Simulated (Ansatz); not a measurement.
Input:

SiC (CsCl type, space group No. 221), a = 2.619 Å, b = 2.619 Å, c = 2.619 Å, α = 90.00°, β = 90.00°, γ = 90.00°.

This is the r²SCAN-relaxed structure.

**Question.** All from r²SCAN (plane waves, PAW; program Ansatz), unless another level is named. Predict the electronic character.

**Answer.** metallic (no gap).

**Question.** Predict the formation energy from the elements (no fitted shifts).

**Answer.** 2.04 eV/atom.

**Question.** And the density of states at the Fermi level?

**Answer.** 0.38 states/eV per atom (mean over ±0.08 eV).

Space group Pm-3m (CsCl type). A made-up cell: these elements were put on the sites of a structure type; neither database checked (COD, Materials Project) lists it. It is not the phase usual at ambient conditions (space group No. 186, 216). The cell was relaxed with r²SCAN under the symmetry of its start. At this level the phase is mechanically unstable. The references are the lowest solids computed at this level, not always the standard phases.

Potentials: the later of the program's two PAW sets.
